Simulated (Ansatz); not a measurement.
**BiN (PbO-type structure)**

Computed with Ansatz (plane waves, PAW, 420 eV cutoff): PBE, scalar-relativistic, no spin polarisation, Γ-centred 8×8×6 mesh, 0.05 eV Gaussian smearing; PAW files: Ansatz's generated set soft_2.

```cif
data_structure
_symmetry_space_group_name_H-M 'P 1'
_symmetry_Int_Tables_number 1
_cell_length_a 4.0523
_cell_length_b 4.0523
_cell_length_c 5.3119
_cell_angle_alpha 90.000
_cell_angle_beta 90.000
_cell_angle_gamma 90.000
_cell_volume 87.23
loop_
_atom_site_label
_atom_site_type_symbol
_atom_site_fract_x
_atom_site_fract_y
_atom_site_fract_z
_atom_site_occupancy
Bi1 Bi 0.50000 0.00000 0.20865 1
Bi2 Bi 0.00000 0.50000 0.79135 1
N1 N 0.00000 0.00000 0.00000 1
N2 N 0.50000 0.50000 0.00000 1
```

The structure was built from a prototype; whether the compound forms in it isn't claimed.

Q: Which orbitals carry the states at the Fermi level, and how many states are there?

A: Within 0.1 eV of it: N 2p 87 % (shares among the projected shells). The Fermi level sits on a steep edge: the density of states is 1.1, 0.4 and 0.1 states/eV per cell at −0.1, 0 and +0.1 eV.

Density of states (tetrahedra, averaged over 0.4 eV; states/eV per cell of 4 atoms; energy in eV from the Fermi level):

| E (eV) | DOS |
| --- | --- |
| -7.65 | 0.56 |
| -7.25 | 0.56 |
| -6.85 | 0.30 |
| -6.45 | 0.16 |
| -6.05 | 0.04 |
| -5.65 | 0.00 |
| -5.25 | 0.73 |
| -4.85 | 2.30 |
| -4.45 | 1.91 |
| -4.05 | 2.00 |
| -3.65 | 2.11 |
| -3.25 | 1.20 |
| -2.85 | 2.84 |
| -2.45 | 3.25 |
| -2.05 | 2.85 |
| -1.65 | 2.25 |
| -1.25 | 2.65 |
| -0.85 | 2.82 |
| -0.45 | 2.43 |
| -0.05 | 0.76 |
| 0.35 | 0.15 |
| 0.75 | 0.20 |
| 1.15 | 0.47 |
| 1.55 | 1.07 |
| 1.95 | 2.10 |
| 2.35 | 2.72 |
| 2.75 | 2.52 |
| 3.15 | 1.13 |
| 3.55 | 1.92 |
| 3.95 | 2.43 |
| 4.35 | 3.55 |
| 4.75 | 1.71 |
| 5.15 | 1.61 |
| 5.55 | 3.46 |
| 5.95 | 2.93 |

Scalar-relativistic only: spin–orbit splittings of the heavy atoms' levels are missing.
